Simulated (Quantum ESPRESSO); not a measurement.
pw.x input (Quantum ESPRESSO 7.5; PBEsol, PseudoDojo standard norm-conserving files, scalar-relativistic):

```
&CONTROL
  calculation = 'scf'
  pseudo_dir = './pseudo'
  outdir = './out'
  tprnfor = .true.
  tstress = .true.
/
&SYSTEM
  ibrav = 0
  nat = 2
  ntyp = 2
  ecutwfc = 72.0
  ecutrho = 288.0
  occupations = 'smearing'
  smearing = 'fd'
  degauss = 0.002
  nbnd = 9
/
&ELECTRONS
  conv_thr = 2e-10
/
ATOMIC_SPECIES
H 1.0080 H.upf
Cs 132.9055 Cs.upf
CELL_PARAMETERS angstrom
  3.818410000000   0.000000000000   0.000000000000
  0.000000000000   3.818410000000   0.000000000000
  0.000000000000   0.000000000000   3.818410000000
ATOMIC_POSITIONS crystal
H   0.500000000000   0.500000000000   0.500000000000
Cs   0.000000000000   0.000000000000   0.000000000000
K_POINTS automatic
8 8 8 0 0 0
```

End of the output:

```
     total energy              =     -47.91503415 Ry
     estimated scf accuracy    <       0.00000033 Ry
     total energy              =     -47.91503450 Ry
     estimated scf accuracy    <       0.00000003 Ry
     total energy              =     -47.91503451 Ry
     estimated scf accuracy    <          9.1E-10 Ry
[...]
     the Fermi energy is     5.1669 ev
!    total energy              =     -47.91503451 Ry
     estimated scf accuracy    <          8.0E-12 Ry
     smearing contrib. (-TS)   =      -0.00000000 Ry
     internal energy E=F+TS    =     -47.91503451 Ry
     The total energy is F=E-TS. E is the sum of the following terms:
     one-electron contribution =      -4.96138423 Ry
     hartree contribution      =       5.64856306 Ry
     xc contribution           =     -14.35861143 Ry
     ewald contribution        =     -34.24360191 Ry
     convergence has been achieved in   8 iterations
     Forces acting on atoms (cartesian axes, Ry/au):
     atom    1 type  1   force =     0.00000000    0.00000000    0.00000000
     atom    2 type  2   force =     0.00000000    0.00000000    0.00000000
     Total force =     0.000000     Total SCF correction =     0.000000
     Computing stress (Cartesian axis) and pressure
          total   stress  (Ry/bohr**3)                   (kbar)     P=       -9.50
  -0.00006461   0.00000000   0.00000000           -9.50        0.00        0.00
   0.00000000  -0.00006461   0.00000000            0.00       -9.50        0.00
   0.00000000   0.00000000  -0.00006461            0.00        0.00       -9.50
```
In a gapped system the printed Fermi energy is only some level inside the gap.

Geometry of the Materials Project entry, not relaxed at this level.
